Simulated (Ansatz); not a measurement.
BaNbNO2 in space group P4/mmm (No. 123; Ba on 1a, Nb on 1d, N on 1c, O on 2e) at seven volumes, plane-wave PAW PBEsol (Ansatz code), shape and atoms relaxed at each. One row is withheld.

```json
[
 {"V (Å³/atom)": "12.419", "P (GPa)": "22.18"},
 {"V (Å³/atom)": "12.829", "P (GPa)": "?"},
 {"V (Å³/atom)": "13.238", "P (GPa)": "6.22"},
 {"V (Å³/atom)": "13.647", "P (GPa)": "0.00"},
 {"V (Å³/atom)": "14.057", "P (GPa)": "-5.28"},
 {"V (Å³/atom)": "14.466", "P (GPa)": "-9.75"},
 {"V (Å³/atom)": "14.876", "P (GPa)": "-13.52"}
]
```

**Question.** Fit the shown pressures and predict the withheld one.

**Answer.** Third-order Birch–Murnaghan: P = (3/2)B₀(x^(7/2) − x^(5/2))[1 + (3/4)(B′ − 4)(x − 1)] with x = (V₀/V)^(2/3). Least squares on the six rows gives V₀ = 13.647 Å³/atom, B₀ = 190.3 GPa, B′ = 4.48. At V = 12.829, x = 1.0421 and P = 13.51 GPa. The run itself gave 13.56 GPa.

The first step of the workflow began from a Materials Project structure, measured or hypothetical; the Crystallography Open Database copy checked does not list it. With N and O taken as one species the cell has the higher symmetry Pm-3m, so it may be an ordered model of a mixed-site phase. Its standing as an ambient phase is unchecked. The cell was relaxed with PBEsol under the symmetry of its start. At this level the phase is dynamically unstable (imaginary phonons). No spin polarisation was allowed. Spin–orbit coupling is left out wherever it is not named.

Potentials: the later of the program's two PAW sets.
